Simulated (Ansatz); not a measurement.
Ansatz (a program for electronic structure) input:

Ansatz 0.2 input:
```yaml
crystal:
  lattice:
    - [4.0716237417, 0.0, 0.0]
    - [0.0, 5.0301212635, 0.0]
    - [0.0, 0.0, 4.4832469449]
  atoms:
    - { symbol: Si, position: [0.5, 0.3481621642, 0.75] }
    - { symbol: Si, position: [0.5, 0.6518378358, 0.25] }
    - { symbol: Si, position: [0.0, 0.1518378358, 0.25] }
    - { symbol: Si, position: [0.0, 0.8481621642, 0.75] }
    - { symbol: O, position: [0.268831414, 0.617942932, 0.5803929304] }
    - { symbol: O, position: [0.731168586, 0.382057068, 0.4196070696] }
    - { symbol: O, position: [0.231168586, 0.882057068, 0.0803929304] }
    - { symbol: O, position: [0.768831414, 0.117942932, 0.9196070696] }
    - { symbol: O, position: [0.768831414, 0.882057068, 0.4196070696] }
    - { symbol: O, position: [0.231168586, 0.117942932, 0.5803929304] }
    - { symbol: O, position: [0.731168586, 0.617942932, 0.9196070696] }
    - { symbol: O, position: [0.268831414, 0.382057068, 0.0803929304] }
kpoints:
  mp_grid: { grid: [4, 3, 4] }
hamiltonian:
  xc: hse06
  pseudopotentials: { kind: paw }
scf:
  n_extra_bands: 12
  occupations: { method: fixed }
output:
  eigenvalues: true
  eigenstates:
    e_range: [-9.0, 18.1]
    kpoints:
      - [0.0, 0.0, 0.0]  # VBM
      - [0.0, 0.0, 0.0]  # CBM
      - [0.0, 0.0, 0.0]  # GAMMA
      - [0.5, 0.0, 0.0]  # X
      - [0.0, 0.0, 0.5]  # Z
      - [0.5, 0.0, 0.5]  # U
      - [0.0, 0.5, 0.0]  # Y
      - [0.5, 0.5, 0.0]  # S
      - [0.0, 0.5, 0.5]  # T
      - [0.5, 0.5, 0.5]  # R
```

Output (shortened):

```
Pseudopotential: Si, paw, valence charge 4
Pseudopotential: O, paw, valence charge 6
Functional definition: HSE06
davidson cushion auto → on  (no smearing: the cushion is to keep the highest requested band from converging to the state above it …
Crystal: 12 atoms, lattice volume = 91.820 Å³
Basis set: ecut = 420 eV, 1803 PW (Γ)
Bands: 44, of which v1, the nominal top of the filled ones, is band 32 counted from 1 (31 counted from 0)
Symmetry: 8 space group operations
Space group: Pbcn (ITA 60), of the structure as read, at distance tolerance 4.5e-5 Å
k-points: 18 of 48
SCF iter   1: F=—  HF=-7093.274019 eV  |F-HF|=—  |Δ(HF+E_count)|=         —  Δρ=2.95e-3  dr2=2.79e-3  ethr=1.77e-3  ⟨swp⟩=2.0  Hψ=5942  notcnv=0
preconditioner: auto → none
SCF iter   2: F=-7093.275185 eV  HF=-7093.274812 eV  |F-HF|=3.73e-4  |Δ(HF+E_count)|=   7.93e-4  Δρ=1.40e-3  dr2=4.78e-4  ethr=4.36e-6  ⟨swp⟩=4.2  Hψ=2240  notcnv=0
SCF 1 stopped early in 2 iterations: F = -7093.275185 eV  dr2 = 4.78e-4
Crystal: 12 atoms, lattice volume = 91.820 Å³
Exchange kernel: α = 0.2500, screened, ω = 0.2079 Å⁻¹, Wigner–Seitz truncation, v(0) = 1035.6494 eV·Å³, q-mesh 4×3×4, nearest image of the exchange supercell L …
Frozen-core exchange: fock
SCF iter   1: F=—  HF=-7094.960186 eV  |F-HF|=—  |Δ(HF+E_count)|=         —  Δρ=9.23e-3  dr2=4.53e-2  ethr=7.47e-6  ⟨swp⟩=7.6  Hψ=3938  notcnv=0
preconditioner: auto → none
SCF iter   2: F=—  HF=-7094.942419 eV  |F-HF|=—  |Δ(HF+E_count)|=   1.78e-2  Δρ=4.58e-3  dr2=8.00e-3  ethr=7.47e-6  ⟨swp⟩=4.0  Hψ=2659  notcnv=0
SCF iter   3: F=—  HF=-7094.960361 eV  |F-HF|=—  |Δ(HF+E_count)|=   1.79e-2  Δρ=1.66e-3  dr2=2.34e-3  ethr=7.47e-6  ⟨swp⟩=3.9  Hψ=2188  notcnv=0
iter 4 solved again at ethr=2.04e-7 eV; its pass at ethr=3.55e-6 eV (dr2=1.30e-4 eV) is discarded
SCF iter   4: F=—  HF=-7094.959632 eV  |F-HF|=—  |Δ(HF+E_count)|=   7.29e-4  Δρ=4.56e-4  dr2=1.44e-4  ethr=2.04e-7  ⟨swp⟩=2.4  Hψ=4126  notcnv=0
SCF iter   5: F=-7094.959762 eV  HF=-7094.959765 eV  |F-HF|=3.02e-6  |Δ(HF+E_count)|=   1.33e-4  Δρ=1.45e-4  dr2=1.15e-5  ethr=2.04e-7  ⟨swp⟩=4.3  Hψ=2329  notcnv=0  defer=2
SCF 2 stopped early in 5 iterations: F = -7094.959762 eV  dr2 = 1.15e-5
hybrid outer 1: dexx = +2.207e-2 eV, tail = 5.11e-5 eV
Crystal: 12 atoms, lattice volume = 91.820 Å³
Exchange kernel: α = 0.2500, screened, ω = 0.2079 Å⁻¹, Wigner–Seitz truncation, v(0) = 1035.6494 eV·Å³, q-mesh 4×3×4, nearest image of the exchange supercell L …
Frozen-core exchange: fock
SCF iter   1: F=—  HF=-7094.959770 eV  |F-HF|=—  |Δ(HF+E_count)|=         —  Δρ=1.02e-4  dr2=7.12e-6  ethr=3.99e-7  ⟨swp⟩=3.7  Hψ=1875  notcnv=0
preconditioner: auto → none
iter 2 solved again at ethr=6.06e-10 eV; its pass at ethr=1.05e-8 eV (dr2=3.88e-7 eV) is discarded
SCF iter   2: F=—  HF=-7094.959769 eV  |F-HF|=—  |Δ(HF+E_count)|=   1.85e-6  Δρ=2.66e-5  dr2=4.11e-7  ethr=6.06e-10  ⟨swp⟩=3.2  Hψ=3898  notcnv=0
SCF iter   3: F=-7094.959768 eV  HF=-7094.959768 eV  |F-HF|=1.98e-8  |Δ(HF+E_count)|=   9.64e-8  Δρ=7.60e-6  dr2=6.05e-8  ethr=5.80e-10  ⟨swp⟩=3.1  Hψ=2265  notcnv=0
SCF 3 converged in 3 iterations: F = -7094.959768 eV  dr2 = 6.05e-8
hybrid outer 2: dexx = +3.413e-7 eV, tail = 1.34e-7 eV, Δε = 2.61e-3 eV (about 1.94e-4 eV left of the loop's levels)
the search or the solves at the SCF's close seem to have found levels that the self-consistency loop had missed (the run counts 3) …
NSCF: frozen V_eff on 10 k-points
hybrid SCF converged: 2 outer / 8 inner (+2 warm-up), last move |dexx| = 3.41e-7 eV, tail = 1.34e-7 eV
Stability not checked (fock_operator)
Free energy (F): -7094.959769 eV
Frozen-core exchange: fock
Harris-Foulkes:  -7094.959769 eV  (|F-HF|=1.98e-8)
Internal energy: -7094.959769 eV  (E = F + TS)
E sigma→0 (E₀):  -7094.959769 eV
Fermi energy:    9.088046 eV
--- Per-component energies (eV) ---
  E_band       = 34.748392
  E_kinetic    = 1637.675068
  E_local      = -2373.974009  (includes V_loc(G=0)·N_el)
  E_nonlocal   = 460.325932
  E_hartree    = 849.254742
  E_xc         = -663.145764
  E_vxc        = -766.259003  (∫ρ·V_xc dr)
  E_exx        = -185.467050  (= α·E_x^exact, valence–valence)
  E_paw        = -3301.135125  (= ΣΔE_a)
  E_vpaw       = -250.623342  (= ΣTr[D̂ρ^β])
  E_aug_tail   = 0.020384  (compensation charges beyond the density's cutoff)
  E_ewald      = -3518.064203
  E_core_change = -0.449744  (= ΣΔE_core)
  E_smearing   =  0.000000  (= −TS)
  E_closure    = 0.000000  (closes the sum)
  Σ components = -7094.959769   (vs F -7094.959769, Δ=-9.09e-13)
  [band-id]    e_kinetic+e_local+e_nonlocal+2·e_hartree+e_vxc+2·e_exx+e_vpaw+e_augmentation_tail = 34.740415   (vs E_band 34.748392, Δ=-7.98e-3)
--- Band table (eV; the first three rows and the last of 18) ---
  k-point 0: bands = ["-14.7077", "-11.7651", "-11.5188", "-11.2222", "-10.9202", "-10.1922", "-10.1808", "-9.9413", "-1.6928", "-0.5988", "0.3530", "0.7032", "1.5664", "1.9580", "2.2582", "3.1272", "3.5100", "4.0475", "4.2411", "4.4290", "4.9734", "5.3017", …
  k-point 1: bands = ["-14.3936", "-12.2973", "-11.6111", "-11.1727", "-10.7555", "-10.2811", "-10.1016", "-10.0562", "-1.6311", "-0.7071", "0.2434", "1.7065", "1.8996", "2.1206", "2.2267", "2.7160", "2.9317", "3.4182", "4.8126", "4.8371", "5.1344", "5.4274", …
  k-point 2: bands = ["-13.5108", "-13.5108", "-11.2837", "-11.2837", "-10.3672", "-10.3672", "-10.2834", "-10.2834", "-1.3734", "-1.3734", "1.7755", "1.7755", "2.0698", "2.0698", "2.4692", "2.4692", "3.1785", "3.1785", "3.9400", "3.9400", "5.3230", "5.3230", …
  k-point 17: bands = ["-12.1436", "-12.1436", "-12.1436", "-12.1436", "-10.8493", "-10.8493", "-10.8493", "-10.8493", "0.0045", "0.0045", "0.0045", "0.0045", "2.7637", "2.7637", "2.7637", "2.7637", "4.0013", "4.0013", "4.0013", "4.0013", "5.9582", "5.9582", …
```

Cost: about 7 core-minutes (a rough figure) on shared cores.

The points marked VBM and CBM come from a semilocal run.

The first step of the workflow began from a Materials Project structure, measured or hypothetical; the Crystallography Open Database copy checked does not list it. It is not the phase usual at ambient conditions (space group No. 92, 152, 154). The r²SCAN relaxation kept the symmetry of its start; of distortions, only those at the zone centre were tested.

Potentials: the later of the program's two PAW sets.

Ansatz is a plane-wave DFT program.
